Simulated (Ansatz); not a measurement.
VW: computed property card

VW in space group Cmmm (No. 65; V on 2a, W on 2c), a = 3.0791 Å, b = 4.4454 Å, c = 4.2634 Å, α = β = γ = 90.00°; the cell used has 2 atoms.

Space group Cmmm (No. 65); conventional cell a = 3.0791 Å, b = 4.4454 Å, c = 4.2634 Å, α = β = γ = 90.00°.

Method: plane-wave PAW r²SCAN (Ansatz code). The cell and atoms are relaxed at this level. Other levels are named where they apply.

Cell and energy:

```json
{
 "volume_per_atom": "14.59 Å³",
 "density": "13.36 g/cm³",
 "Formation energy from the elements (no fitted shifts)": "-0.074 eV/atom"
}
```

Electronic structure:

```json
{
  "electronic_character": "metallic (no gap)",
  "Density of states at the Fermi level": "0.95 states/eV per atom (mean over ±0.08 eV)"
}
```

The workflow started from a Materials Project entry (that database holds measured and hypothetical structures alike); the Crystallography Open Database copy checked does not list it. With V and W taken as one species the cell has the higher symmetry Im-3m, so it may be an ordered model of a mixed-site phase. Whether it is the stable phase at ambient conditions was not checked. The r²SCAN relaxation kept the symmetry of its start; whether a distortion lowers the energy is not shown. No spin polarisation was allowed. Axis ratios of metals converge slowly with the k-mesh, so a and c are less sure than the volume. The references are the lowest solids computed at this level, not always the standard phases. Scalar-relativistic: spin–orbit coupling is off unless named, which matters more the heavier the elements.

Potentials: the later of the program's two PAW sets.
